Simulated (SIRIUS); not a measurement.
Set-up for a self-consistent single point of TiC (Fm-3m, 8 atoms in the cell; from Materials Project mp-631, changed as shown).

```
TiC
1.0
    4.24481     0.00000     0.00000
    0.00000     4.24481     0.00000
    0.00000     0.00000     4.24481
Ti C
4 4
Direct
  0.00000   0.00000   0.00000
  0.00000   0.50000   0.50000
  0.50000   0.00000   0.50000
  0.50000   0.50000   0.00000
  0.50000   0.00000   0.00000
  0.50000   0.50000   0.50000
  0.00000   0.00000   0.50000
  0.00000   0.50000   0.00000
```

Method: LDA (PW92), GBRV LDA ultrasoft pseudopotentials (plane waves; SIRIUS 7.12.0).

SIRIUS settings:

```
setting                                                               value
--------------------------------------  -----------------------------------
parameters.ngridk                                                  10 10 10
parameters.xc_functionals                           [XC_LDA_X, XC_LDA_C_PW]
parameters.gk_cutoff                                           6.325 1/bohr
parameters.pw_cutoff                                          14.143 1/bohr
parameters.smearing                                             fermi_dirac
parameters.smearing_width                                     0.00367493 Ha
potentials                              GBRV LDA ultrasoft pseudopotentials
parameters.electronic_structure_method                      pseudopotential
parameters.num_bands                                                     38
parameters.num_mag_dims                                                   0
parameters.num_dft_iter                                                 100
parameters.energy_tol                                              1e-07 Ha
parameters.density_tol                                                1e-06
mixer.type                                                         anderson
mixer.beta                                                              0.5
mixer.use_hartree                                                     false
```

Results:

- Number of valence electrons: 64
- Number of bands: 38
- Number of k-points after the program's reduction: 56
- Number of plane waves (most at a k-point): 2272
- Number of SCF iterations: 38
- FFT grid: 40 × 40 × 40
- Free energy E − TS: -7124.6732 eV
- Fermi level (on the code's own zero): 15.48 eV
- Pressure: 3.18 GPa

Stress (GPa, positive for compression):
```
3.18  0.00  0.00
0.00  3.18  0.00
0.00  0.00  3.18
```

For comparison: a first run was changed to give this one (lattice scaled by 0.98), and from it to this one the free energy goes down by 18.5 meV/atom and the pressure goes from -12.68 to 3.18 GPa.

The structure comes from a collection of computed structures, made at another level of theory; the collection holds predicted forms beside known ones.

Cost on one core: roughly 4 core-minutes.
